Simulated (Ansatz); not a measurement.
**A plane-wave run on TiI**

input.yaml (Ansatz 0.2.0)

```yaml
crystal:
  lattice:
    - [3.815736, 0.0, 0.0]
    - [-1.907868, 3.304528, 0.0]
    - [0.0, 0.0, 7.469661]
  atoms:
    - { symbol: Ti, position: [0.3333, 0.6667, 0.25] }
    - { symbol: Ti, position: [0.6666, 0.3333, 0.75] }
    - { symbol: I, position: [0.0, 0.0, 0.0] }
    - { symbol: I, position: [0.0, 0.0, 0.5] }
  symmetry: { tolerance: 0.0003 }
kpoints:
  mp_grid: { grid: [10, 10, 5], shift: [0, 0, 0] }
  band_path:
    path:
      - [0.0, 0.0, 0.0]
      - [0.49999979, 2.8e-07, 0.0]
      - [0.33333319, 0.33333375, 0.0]
      - [0.0, 0.0, 0.0]
      - [0.0, 0.0, 0.5]
      - [0.49999979, 2.8e-07, 0.5]
      - [0.33333319, 0.33333375, 0.5]
      - [0.0, 0.0, 0.5]
      - [0.49999979, 2.8e-07, 0.5]
      - [0.49999979, 2.8e-07, 0.0]
      - [0.33333319, 0.33333375, 0.5]
    npoints: 6
magnetization:
  spin_polarized: false
scf:
  occupations: { method: fermi_dirac }
  lower_state_search: "off"
  max_iter: 200
hamiltonian:
  pseudopotentials: { kind: paw }
  xc: r2scan
basis:
  ecutwfc: 500
  fft_grid_basis: typed
output:
  forces: true
  stress: true
  eigenvalues: true
  bader: true
  populations: true
  elf: true
  write_potential: true
  volumetric_format: npy
  dos:
    e_range: [-12, 8]
    de: 0.05
    projected: { site_lists: { I: [I], Ti: [Ti] } }
checkpoint:
  read: saved_state
```

The run starts from an earlier solution of this cell. 

Parts of the output:

```
SCF iter   1: F=-20063.6435 eV  Δρ=1.54e-3  dr2=3.01e-4  dr2_τ=1.48e-3
SCF iter   2: F=-20063.6443 eV  Δρ=8.21e-4  dr2=7.87e-5  dr2_τ=2.35e-4
SCF iter   3: F=-20063.6444 eV  Δρ=1.68e-4  dr2=1.34e-5  dr2_τ=5.95e-6
SCF iter   4: F=-20063.6444 eV  Δρ=5.34e-5  dr2=2.66e-6  dr2_τ=3.32e-7
SCF iter   5: F=-20063.6444 eV  Δρ=1.53e-5  dr2=3.34e-7  dr2_τ=1.87e-8
SCF iter   6: F=-20063.6444 eV  Δρ=7.93e-6  dr2=5.11e-8  dr2_τ=3.51e-9
Free energy (F): -20063.6444 eV
Harris-Foulkes:  -20063.6444 eV  (|F-HF|=4.62e-9)
Internal energy: -20063.4049 eV  (E = F + TS)
E sigma→0 (E₀):  -20063.5246 eV
Entropy (-TS):   -0.2395 eV (-59.887 meV/atom)
Fermi energy:    13.4045 eV
--- Stress (GPa, compression-positive) ---
       -4.8441       0.0000       0.0000
        0.0000      -4.8441       0.0000
        0.0000       0.0000       6.8112
  P = ⅓ Tr σ = -0.9590 GPa (-9.590 kbar)
--- Löwdin populations: 4 sites ---
  site symbol       q [e]
     0     Ti     11.7465
     1     Ti     11.7465
     2      I     16.9419
     3      I     16.9419
  spilling = 0.0107 (of n_electrons = 58.0000)
```

Total energies depend on the potentials used, so only differences within one code and one set of settings carry meaning.

Origin: a known structure type with other elements, at an estimated volume, so it need not be a known compound. Caveats: many states at the Fermi level without spin polarisation, so a magnetic state may lie lower.
